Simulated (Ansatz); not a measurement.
Re, first-principles data

Re:
```cif
data_Re8
_chemical_formula_sum 'Re8'
_space_group_name_H-M_alt 'Fd-3m :1'
_space_group_IT_number 227
_space_group_name_Hall 'F 4d 2 3 -1d'
_cell_length_a 5.61536
_cell_length_b 5.61536
_cell_length_c 5.61536
_cell_angle_alpha 90.000
_cell_angle_beta 90.000
_cell_angle_gamma 90.000
loop_
_atom_site_label
_atom_site_type_symbol
_atom_site_symmetry_multiplicity
_atom_site_Wyckoff_symbol
_atom_site_fract_x
_atom_site_fract_y
_atom_site_fract_z
_atom_site_occupancy
Re1 Re 8 b 0.50000 0.50000 0.50000 1
```
(The calculation used a cell of 2 atoms; values per cell refer to that cell.)

Space group Fd-3m (No. 227), diamond; conventional cell a = b = c = 5.615 Å, α = β = γ = 90.00°.

Method: r²SCAN (plane waves, PAW; program Ansatz). Structure relaxed to zero pressure with the same functional. Other levels are named where they apply.

Cell and energy:

```
Property              Result
---------------  -----------
Volume per atom     22.13 Å³
Density          13.97 g/cm³
```

Electronic structure:

```
Quantity                                                                    Result
------------------------------------  --------------------------------------------
Electronic character                                             metallic (no gap)
Density of states at the Fermi level  0.60 states/eV per atom (mean over ±0.08 eV)
Gap with spin–orbit coupling                                       none (metallic)
```

Mechanics:

```
Quantity                                                               Result
-------------------------------------  --------------------------------------
Bulk modulus (Birch–Murnaghan fit)                                    190 GPa
Pressure derivative B′                                                    4.1
Elastic constants (relaxed ions, GPa)       C11 = 212, C12 = 179, C44 = -58.9
Mechanical stability                   unstable (C has a negative eigenvalue)
```

The start of the workflow was typed in or built on a structure type; neither database checked (COD, Materials Project) lists it. It is not the phase usual at ambient conditions (space group No. 194). The cell was relaxed with r²SCAN under the symmetry of its start. The run is not spin-polarised. As this level gives no gap, shear constants depend on the k-mesh and smearing (Fermi–Dirac, 0.1 eV here). Spin–orbit coupling is left out wherever it is not named.

Potentials: the earlier of the program's two PAW sets.
